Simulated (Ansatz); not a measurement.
A trial structure of CaCdC6N6 was built thus: cyanide-bridged rock-salt net of two metals, 0 guest cations a cell (Fm-3m, No. 225). Lengths were set from tabulated atomic sizes, so they are only a guess.

```cif
data_structure
_symmetry_space_group_name_H-M 'P 1'
_symmetry_Int_Tables_number 1
_cell_length_a 7.6099
_cell_length_b 7.6099
_cell_length_c 7.6099
_cell_angle_alpha 60.000
_cell_angle_beta 60.000
_cell_angle_gamma 60.000
_cell_volume 311.62
loop_
_atom_site_label
_atom_site_type_symbol
_atom_site_fract_x
_atom_site_fract_y
_atom_site_fract_z
_atom_site_occupancy
Ca1 Ca 0.50000 0.50000 0.50000 1
Cd1 Cd 0.00000 0.00000 0.00000 1
C1 C 0.81407 0.18593 0.18593 1
C2 C 0.18593 0.81407 0.18593 1
C3 C 0.18593 0.18593 0.81407 1
C4 C 0.18593 0.81407 0.81407 1
C5 C 0.81407 0.18593 0.81407 1
C6 C 0.81407 0.81407 0.18593 1
N1 N 0.70535 0.29465 0.29465 1
N2 N 0.29465 0.70535 0.29465 1
N3 N 0.29465 0.29465 0.70535 1
N4 N 0.29465 0.70535 0.70535 1
N5 N 0.70535 0.29465 0.70535 1
N6 N 0.70535 0.70535 0.29465 1
```

Method: Ansatz, DFT PBE, scalar-relativistic, plane waves, PAW. Cutoff 420 eV, Gaussian smearing, Γ-centred meshes. Cell and atoms relax first on a coarse mesh and then on a converged one. In between, the cell is made exact in the group found at 0.06 Å. The steps can't lower the symmetry of their start. Collinear spin is switched on along the way, since trial moments persisted in a coarse test.

A guess keeps its type if space group and coordination stay and the shape of the cell changes little (axis ratios within about 15 %, angles within 6°); the volume may change.

Task: Does this structure survive the relaxation?

Result: It keeps its type. The symmetry stays Fm-3m (No. 225). The volume per atom grows by 30.2 %, from 22.3 to 29.0 Å³. The shortest distance goes from 1.17 Å (C–N) to 1.16 Å (C–N). Counting neighbours within 15 % of an atom's shortest distance, the start has C 1, Ca 6, Cd 6, N 1 and the end C 1, Ca 6, Cd 6, N 1.

The last run used collinear spin, a 6×6×6 mesh for its 14-atom cell and Gaussian smearing of 0.02 eV. The magnetic state reached may not be the lowest. A structure relaxed within its symmetry needn't be a true minimum.
